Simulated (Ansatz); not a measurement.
Ansatz (an electronic-structure program) input:

Ansatz 0.2 input:
```yaml
crystal:
  lattice:
    - [3.1915538295, 0.0, 0.0]
    - [-1.5957769147, 2.7639666939, 0.0]
    - [0.0, 0.0, 13.5157381199]
  atoms:
    - { symbol: Sn, position: [0.3333333333, 0.6666666667, 0.75] }
    - { symbol: Sn, position: [0.6666666667, 0.3333333333, 0.25] }
    - { symbol: Mo, position: [0.3333333333, 0.6666666667, 0.0804512932] }
    - { symbol: Mo, position: [0.6666666667, 0.3333333333, 0.5804512932] }
    - { symbol: Mo, position: [0.6666666667, 0.3333333333, 0.9195487068] }
    - { symbol: Mo, position: [0.3333333333, 0.6666666667, 0.4195487068] }
    - { symbol: C, position: [0.0, 0.0, 0.0] }
    - { symbol: C, position: [0.0, 0.0, 0.5] }
kpoints:
  mp_grid: { grid: [11, 11, 3] }
  band_path:
    path:
      - [[0.0, 0.0, 0.0], [0.5, 0.0, 0.0], [0.3333333333, 0.3333333333, 0.0], [0.0, 0.0, 0.0], [0.0, 0.0, 0.5], [0.5, 0.0, 0.5], [0.3333333333, 0.3333333333, 0.5], [0.0, 0.0, 0.5]]  # Γ-M-K-Γ-A-L-H-A
      - [[0.5, 0.0, 0.5], [0.5, 0.0, 0.0]]  # L-M
      - [[0.3333333333, 0.3333333333, 0.5], [0.3333333333, 0.3333333333, 0.0]]  # H-K
    npoints: 8
basis: { xc_grid: 2 }
hamiltonian:
  xc: pbe
  pseudopotentials: { kind: paw }
magnetization: { noncollinear: true, spin_orbit: true }
scf:
  n_extra_bands: 16
  convergence: { dr2_threshold: 0.0000000001 }
  occupations: { method: gaussian, width: 0.05 }
output: { eigenvalues: true }
```

Output (shortened):

```
Pseudopotential: Sn, paw_fr, valence charge 14
Pseudopotential: Mo, paw_fr, valence charge 14
Pseudopotential: C, paw_fr, valence charge 4
Functional definition: PBE
non-collinear run that drives no moment, with spin-orbit …
Crystal: 8 atoms, lattice volume = 119.227 Å³
Basis set: ecut = 420 eV, 2361 PW (Γ), exchange–correlation on 48×48×192 points (8 copies of the dense FFT grid, shifted against one another)
Bands: 108, of which v1, the nominal top of the filled ones, is band 92 counted from 1 (91 counted from 0)
Symmetry: 24 space group operations + 24 with time reversal
k-points: 32 of 363
Projection manifold: j_resolved (fully-relativistic pseudo-atomic orbitals)
SCF iter   1: F=—  HF=-32390.754251 eV  |F-HF|=—  |Δ(HF+E_count)|=         —  Δρ=1.31e-1  dr2=3.33e1  dr2_m=0.00e0 (ungated)  ethr=3.10e-3  |M|=0.00e0 ∫|m|=0.00e0 μB  |m|>n=0.0e0 m-floor=0.0e0 τ_xc=0.0e0  β_m=0.30  ⟨swp⟩=6.0  Hψ=7629  notcnv=0  defer=10
preconditioner: auto → Kerker (q_TF=auto, 2.613 Å⁻¹)
spin=Noncollinear: Kerker preconditioning applied to the charge; magnetization (m_x, m_y, m_z) channels mix plain (no charge-response kernel on spin).
SCF iter   2: F=—  HF=-32385.328089 eV  |F-HF|=—  |Δ(HF+E_count)|=    5.43e0  Δρ=7.00e-2  dr2=9.48e0  dr2_m=0.00e0 (ungated)  ethr=3.10e-3  |M|=0.00e0 ∫|m|=0.00e0 μB  |m|>n=0.0e0 m-floor=0.0e0 τ_xc=0.0e0  β_m=0.46  ⟨swp⟩=2.3  Hψ=2832  notcnv=0  defer=252
SCF iter   3: F=—  HF=-32383.280595 eV  |F-HF|=—  |Δ(HF+E_count)|=    2.05e0  Δρ=1.78e-2  dr2=2.12e-1  dr2_m=0.00e0 (ungated)  ethr=3.10e-3  |M|=0.00e0 ∫|m|=0.00e0 μB  |m|>n=0.0e0 m-floor=0.0e0 τ_xc=0.0e0  β_m=0.72  ⟨swp⟩=3.2  Hψ=3166  notcnv=0  defer=250
SCF iter   4: F=—  HF=-32383.278168 eV  |F-HF|=—  |Δ(HF+E_count)|=   2.43e-3  Δρ=3.84e-3  dr2=1.69e-2  dr2_m=0.00e0 (ungated)  ethr=2.30e-4  |M|=0.00e0 ∫|m|=0.00e0 μB  |m|>n=0.0e0 m-floor=0.0e0 τ_xc=0.0e0  β_m=0.73  ⟨swp⟩=2.7  Hψ=2752  notcnv=0  defer=242
SCF iter   5: F=—  HF=-32383.275540 eV  |F-HF|=—  |Δ(HF+E_count)|=   2.63e-3  Δρ=8.70e-4  dr2=1.12e-3  dr2_m=0.00e0 (ungated)  ethr=1.84e-5  |M|=0.00e0 ∫|m|=0.00e0 μB  |m|>n=0.0e0 m-floor=0.0e0 τ_xc=0.0e0  β_m=0.87  ⟨swp⟩=2.0  Hψ=2189  notcnv=0  defer=240
SCF iter   6: F=—  HF=-32383.275470 eV  |F-HF|=—  |Δ(HF+E_count)|=   7.06e-5  Δρ=1.24e-4  dr2=3.62e-5  dr2_m=0.00e0 (ungated)  ethr=1.22e-6  |M|=0.00e0 ∫|m|=0.00e0 μB  |m|>n=0.0e0 m-floor=0.0e0 τ_xc=0.0e0  β_m=0.93  ⟨swp⟩=2.1  Hψ=2250  notcnv=0  defer=240
SCF iter   7: F=—  HF=-32383.275470 eV  |F-HF|=—  |Δ(HF+E_count)|=   4.97e-7  Δρ=3.48e-5  dr2=2.66e-6  dr2_m=0.00e0 (ungated)  ethr=3.93e-8  |M|=0.00e0 ∫|m|=0.00e0 μB  |m|>n=0.0e0 m-floor=0.0e0 τ_xc=0.0e0  β_m=0.97  ⟨swp⟩=2.0  Hψ=2136  notcnv=0  defer=240
SCF iter   8: F=—  HF=-32383.275435 eV  |F-HF|=—  |Δ(HF+E_count)|=   3.47e-5  Δρ=7.29e-6  dr2=6.93e-8  dr2_m=0.00e0 (ungated)  ethr=2.89e-9  |M|=0.00e0 ∫|m|=0.00e0 μB  |m|>n=0.0e0 m-floor=0.0e0 τ_xc=0.0e0  β_m=0.98  ⟨swp⟩=2.0  Hψ=2229  notcnv=0  defer=240
SCF iter  11: F=-32383.275435 eV  HF=-32383.275435 eV  |F-HF|=2.18e-11  |Δ(HF+E_count)|=  2.18e-11  Δρ=9.00e-8  dr2=2.67e-11  dr2_m=0.00e0 (ungated)  ethr=1.00e-12  |M|=0.00e0 ∫|m|=0.00e0 μB  |m|>n=0.0e0 m-floor=0.0e0 τ_xc=0.0e0  ⟨swp⟩=10.5  Hψ=5441  notcnv=0
SCF 1 converged in 11 iterations: F = -32383.275435 eV  dr2 = 2.67e-11
NSCF: frozen V_eff on 75 k-points
SCF converged after 11 iterations
Magnetization: |M| = 0.0000 μB,  M = (+0.0000, +0.0000, +0.0000) μB
Absolute magnetization: 0.0000 μB (∫|m|)
  site 0: m = (+0.0000, +0.0000, +0.0000) μB, |m| = 0.0000 μB  (R = 1.21 Å)
  site 1: m = (+0.0000, +0.0000, +0.0000) μB, |m| = 0.0000 μB  (R = 1.21 Å)
  site 2: m = (+0.0000, +0.0000, +0.0000) μB, |m| = 0.0000 μB  (R = 0.88 Å)
  site 3: m = (+0.0000, +0.0000, +0.0000) μB, |m| = 0.0000 μB  (R = 0.88 Å)
  site 4: m = (+0.0000, +0.0000, +0.0000) μB, |m| = 0.0000 μB  (R = 0.88 Å)
  site 5: m = (+0.0000, +0.0000, +0.0000) μB, |m| = 0.0000 μB  (R = 0.88 Å)
  site 6: m = (+0.0000, +0.0000, +0.0000) μB, |m| = 0.0000 μB  (R = 0.88 Å)
  site 7: m = (+0.0000, +0.0000, +0.0000) μB, |m| = 0.0000 μB  (R = 0.88 Å)
Free energy (F): -32383.275435 eV
Harris-Foulkes:  -32383.275435 eV  (|F-HF|=2.18e-11)
Internal energy: -32383.265462 eV  (E = F + TS)
E sigma→0 (E₀):  -32383.270449 eV
Entropy (-TS):   -0.009973 eV (-1.247 meV/atom)
Fermi energy:    17.812460 eV
--- Per-component energies (eV) ---
  E_band       = -327.234296
  E_kinetic    = 2322.541666
  E_local      = -5092.783668  (includes V_loc(G=0)·N_el)
  E_nonlocal   = 561.100656
  E_hartree    = 2209.123558
  E_xc         = -1597.446500
  E_vxc        = -1230.515021  (∫ρ·V_xc dr)
  E_paw        = -21288.507967  (= ΣΔE_a)
  E_vpaw       = -1305.825053  (= ΣTr[D̂ρ^β])
  E_aug_tail   = 0.000167  (compensation charges beyond the density's cutoff)
  E_ewald      = -9497.293374
  E_smearing   = -0.009973  (= −TS)
  E_closure    = 0.000000  (closes the sum)
  Σ components = -32383.275435   (vs F -32383.275435, Δ=0.00e0)
  [band-id]    e_kinetic+e_local+e_nonlocal+2·e_hartree+e_vxc+e_vpaw+e_augmentation_tail = -327.234138   (vs E_band -327.234296, Δ=1.58e-4)
--- Band table (eV; the first three rows and the last of 32) ---
  k-point 0: bands = ["-43.5892", "-43.5892", "-43.5892", "-43.5892", "-43.4788", "-43.4788", "-43.4787", "-43.4787", "-19.4198", "-19.4198", "-19.4185", "-19.4185", "-19.1678", "-19.1678", "-19.1667", "-19.1667", "-17.0704", "-17.0704", "-17.0675", …
  k-point 1: bands = ["-43.5892", "-43.5892", "-43.5892", "-43.5892", "-43.4788", "-43.4788", "-43.4787", "-43.4787", "-19.4195", "-19.4195", "-19.4189", "-19.4189", "-19.1675", "-19.1675", "-19.1670", "-19.1670", "-17.0697", "-17.0697", "-17.0683", …
  k-point 2: bands = ["-43.5844", "-43.5844", "-43.5843", "-43.5843", "-43.4778", "-43.4778", "-43.4777", "-43.4777", "-19.4235", "-19.4235", "-19.4223", "-19.4223", "-19.1823", "-19.1823", "-19.1813", "-19.1813", "-17.0713", "-17.0713", "-17.0687", …
  k-point 31: bands = ["-43.4986", "-43.4986", "-43.4986", "-43.4986", "-43.4871", "-43.4871", "-43.4871", "-43.4871", "-19.4378", "-19.4378", "-19.4375", "-19.4375", "-19.4149", "-19.4149", "-19.4146", "-19.4146", "-17.1506", "-17.1506", "-17.1501", …
```

Cost: about 5 core-minutes (a rough figure) on shared cores.

Space group P6_3/mmc. The start of the workflow was typed in or built on a structure type; neither database checked (COD, Materials Project) lists it. Whether it is the stable phase at ambient conditions was not checked. The cell was relaxed with PBE under the symmetry of its start; whether a distortion lowers the energy is not shown. No spin polarisation was allowed.

Potentials: the later of the program's two PAW sets.

Ansatz is a plane-wave DFT program.
